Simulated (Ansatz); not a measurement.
The relaxed structure here is a generated cell of Ge: the first start was made by placing the elements on the sites of a structure type, and the end was not matched to a known phase here, so it may be hypothetical. Known forms of Ge include space group No. 227.

One starting cell of Ge (a generated trial cell of Ge in the A7 structure type) was relaxed twice with Ansatz (plane waves, PAW, scalar-relativistic): with r2SCAN at 500 eV and with PBE at 420 eV. The r2SCAN result:

Space group Pm-3m (No. 221); a = b = c = 2.679 Å, α = β = γ = 90.00°

```json
[
 {"atom": "Ge", "site": "1b", "symmetry": "m-3m", "x": "0.5000", "y": "0.5000", "z": "0.5000"}
]
```

```tsv
quantity	r2SCAN	PBE
space group	Pm-3m	Pm-3m
volume (Å³/atom)	19.23	…
a (Å)	2.679	…
gap (eV, no spin-orbit coupling)	0.00	…
```

Problem. Fill in the PBE column.

Solution. 
- volume (Å³/atom), PBE: 19.96
- a (Å), PBE: 2.712
- gap (eV, no spin-orbit coupling), PBE: 0.00

Both levels end in the same structure; PBE's volume is 3.8 % larger. Neither column is exact.

No spin polarisation in the result.

The run could not lose the symmetry of its start: the end is stationary, and may be a saddle point rather than a minimum.

Ansatz is a program for electronic structure.
